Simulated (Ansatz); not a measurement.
The relaxed structure here is a generated cell of Pt: the first start was made by placing the elements on the sites of a structure type, and the end was not matched to a known phase here, so it may be hypothetical. Known forms of Pt include space group No. 225.

A relaxed cell of Pt (P6/mmm (No. 191)), relaxed on a k-mesh at least as fine as the one used below. Method: r2SCAN (plane waves to 500 eV, PAW, scalar-relativistic; Ansatz, a program for electronic structure). Γ-centred k-mesh 8×4×12 on the run's cell (coarser than for final values), Fermi–Dirac smearing 0.05 eV.

```yaml
crystal:
  lattice:
    - [4.49761, 0.00000, 0.00000]
    - [-4.49761, 7.79009, 0.00000]
    - [0.00000, 0.00000, 2.68250]
  atoms:
    - { symbol: Pt, position: [0.00000, 0.00000, 0.00000] }
    - { symbol: Pt, position: [0.00000, 0.50000, 0.00000] }
    - { symbol: Pt, position: [0.33333, 0.33333, 0.50000] }
    - { symbol: Pt, position: [0.33333, 0.83333, 0.50000] }
    - { symbol: Pt, position: [0.66667, 0.16667, 0.50000] }
    - { symbol: Pt, position: [0.66667, 0.66667, 0.50000] }
```

The atoms are displaced by (Å):

| atom | ux | uy | uz |
|---|---|---|---|
| Pt1 | 0.137 | 0.019 | 0.148 |
| Pt2 | -0.035 | 0.003 | 0.042 |
| Pt3 | 0.111 | -0.160 | -0.091 |
| Pt4 | 0.009 | -0.095 | 0.036 |
| Pt5 | 0.067 | 0.024 | -0.207 |
| Pt6 | -0.081 | 0.060 | -0.093 |

### Question
What forces (eV/Å) and pressure result?

### Answer
| atom | Fx | Fy | Fz |
|---|---|---|---|
| Pt1 | -0.55 | -0.66 | -0.47 |
| Pt2 | 0.15 | -0.04 | -0.20 |
| Pt3 | -0.88 | 2.02 | 0.43 |
| Pt4 | -1.02 | 1.08 | 0.25 |
| Pt5 | 1.15 | -0.93 | -0.04 |
| Pt6 | 1.15 | -1.46 | 0.04 |

Pressure +4.5 GPa.

### Question
Estimate the energy cost of the displacement in the harmonic approximation and compare with the calculation.

### Answer
For a harmonic well ΔE = −½ Σ F·u = 0.428 eV a cell, or 71 meV/atom. The calculated energy relative to the undisplaced cell is +0.06 eV/atom, so the harmonic estimate holds well.

The undisplaced cell is probably no minimum: from this displacement the run went on to I4/mmm (No. 139), 0.15 eV/atom below it.

No spin polarisation in the result.
